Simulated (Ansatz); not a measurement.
TaN (rock salt)

```
TaN
1.0
    0.00000     4.37460     4.37460
    2.18730     0.00000     2.18730
    2.18730     2.18730     0.00000
N Ta
2 2
Direct
  0.00000   0.00000   0.00000
  0.50000   0.00000   0.00000
  0.25000   0.50000   0.50000
  0.75000   0.50000   0.50000
```

Scan: atom 1 (N, nearest neighbour Ta at 2.187 Å; its periodic images, 3.1 Å or more away, move with it) is displaced along Cartesian [110], direction (0.707, 0.707, 0.000) in Cartesian axes, by s. The other atoms stay.

Method: PBEsol (plane waves to 420 eV, PAW, scalar-relativistic; Ansatz, an electronic-structure program). k mesh 15×15×15 (Γ-centred), Fermi-Dirac smearing 0.05 eV. Energies are smeared free energies. Compression counts positive. Left out: 2 of 11 points, with atoms too close for the PAW data. With partly filled bands, energies and forces of such displacements shift with the k mesh and the smearing. F∥ is the force on the atom along that direction. Spin-orbit coupling is left out, though Ta is heavy. TaN is run without spin polarisation. TaN was relaxed with its symmetry unable to fall. The PAW data are Ansatz's earlier set. This is a high-temperature form of TaN. The zero of ΔE is the undisplaced structure.

```tsv
s (Å)	ΔE (meV/cell)	P (GPa)	F∥ (eV/Å)
-0.528	1725	25.6	6.224
-0.396	996	…	4.840
-0.264	…	6.6	3.363
-0.132	114	1.6	1.725
0.000	0	0.0	0.000
0.132	114	1.6	-1.725
0.264	…	6.6	-3.363
0.396	996	…	-4.840
0.528	1725	25.6	-6.224
```

Task: Some entries are withheld; supply them.

Result: 
- -0.396, P (GPa): 14.7
- -0.264, ΔE (meV/cell): 451
- 0.264, ΔE (meV/cell): 451
- 0.396, P (GPa): 14.7

(A displaced cell: forces are minus the slopes of the energy, force constants its curvatures, and phonons follow from these.)
